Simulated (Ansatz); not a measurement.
A trial cell of SnPb₅S₆, before relaxation:

```yaml
crystal:
  lattice:
    - [4.24559, 0.00000, 0.00000]
    - [-2.12280, 3.67679, 0.00000]
    - [0.00000, 0.00000, 20.79908]
  atoms:
    - { symbol: Sn, position: [0.00000, 0.00000, 0.00000] }
    - { symbol: Pb, position: [0.33333, 0.66667, 0.83333] }
    - { symbol: Pb, position: [0.66667, 0.33333, 0.66667] }
    - { symbol: Pb, position: [0.00000, 0.00000, 0.50000] }
    - { symbol: Pb, position: [0.33333, 0.66667, 0.33333] }
    - { symbol: Pb, position: [0.66667, 0.33333, 0.16667] }
    - { symbol: S, position: [0.66667, 0.33333, 0.91667] }
    - { symbol: S, position: [0.00000, 0.00000, 0.75000] }
    - { symbol: S, position: [0.33333, 0.66667, 0.58333] }
    - { symbol: S, position: [0.66667, 0.33333, 0.41667] }
    - { symbol: S, position: [0.00000, 0.00000, 0.25000] }
    - { symbol: S, position: [0.33333, 0.66667, 0.08333] }
```

The calculation used DFT PBE, scalar-relativistic, plane waves, PAW (Ansatz). Cutoff 420 eV, Gaussian smearing, Γ-centred meshes. Cell and atoms relax on a converged mesh. The steps can't lower the symmetry of their start. No spin polarisation.

A guess keeps its type if space group and coordination stay and the shape of the cell changes little (axis ratios within about 15 %, angles within 6°); the volume may change.

Problem. Does it keep its structure type, or change into something else?

Solution. It keeps its type. The symmetry stays P-3m1 (No. 164). The volume per atom shrinks by 1.0 %, from 27.1 to 26.8 Å³. The shortest distance goes from 3.00 Å (Pb–S and Sn–S) to 2.94 Å (Sn–S). The ratio c/a of the conventional cell changes by a factor of 1.00. Counting neighbours within 15 % of an atom's shortest distance, the start has Pb 6, S 6, Sn 6 and the end Pb 6, S 6, Sn 6.

Energies over the elements count from the elements' standard structures at the same level, with no fitted energy shifts. The references include grey tin.

Problem. At what energy does it end?

Solution. −0.525 eV/atom. It lies below the elements, which doesn't yet make it stable against other compounds or structures.

The last run used a 12×12×2 mesh (in the run's order of axes) for its 12-atom cell and Gaussian smearing of 0.02 eV. These runs have no spin–orbit coupling, which can matter for Pb. The reference form of S is held partly by dispersion forces, which this level lacks. Symmetry constrained the relaxation, so the result can be a saddle point.
